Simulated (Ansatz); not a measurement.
Start of a relaxation of Al3W:

```yaml
crystal:
  lattice:
    - [3.97270, 0.00000, 0.00000]
    - [0.00000, 3.97270, 0.00000]
    - [0.00000, 0.00000, 3.97270]
  atoms:
    - { symbol: Al, position: [0.50000, 0.00000, 0.00000] }
    - { symbol: Al, position: [0.00000, 0.50000, 0.00000] }
    - { symbol: Al, position: [0.00000, 0.00000, 0.50000] }
    - { symbol: W, position: [0.50000, 0.50000, 0.50000] }
```

All numbers below come from Ansatz, DFT PBE, scalar-relativistic, plane waves, PAW. Cutoff 420 eV, Gaussian smearing, Γ-centred meshes. Cell and atoms relax first on a coarse mesh and then on a finer one. In between, the cell is made exact in the group found at 0.06 Å. In metals the finer mesh still leaves noise of several meV/atom or more. The steps can't lower the symmetry of their start. No spin polarisation.

A guess keeps its type if space group and coordination stay and the shape of the cell changes little (axis ratios within about 15 %, angles within 6°); the volume may change.

Problem. Does it keep its structure type, or change into something else?

Solution. It keeps its type: symmetry leaves only the cell edge free. The symmetry stays Pm-3m (No. 221). The end has the Cu3Au (L1_2) type. The volume per atom shrinks by 2.3 %, from 15.7 to 15.3 Å³. The shortest distance goes from 2.81 Å (Al–W and Al–Al) to 2.79 Å (Al–W and Al–Al). Counting neighbours within 15 % of an atom's shortest distance, the start has Al 12, W 12 and the end Al 12, W 12.

Formation energies are uncorrected and refer to the elements' standard structures at the same level.

Problem. At what energy does it end?

Solution. +0.07 eV/atom. It can't be a ground state, since the elements alone are lower.

The last run used a 12×12×12 mesh for its 4-atom cell and Gaussian smearing of 0.10 eV. Spin–orbit coupling, which can matter for W, is left out. A structure relaxed within its symmetry needn't be a true minimum. Another cell of Al3W relaxed alike, in P4/mmm, lies 106 meV/atom lower, so this cell isn't the stable form at this level.
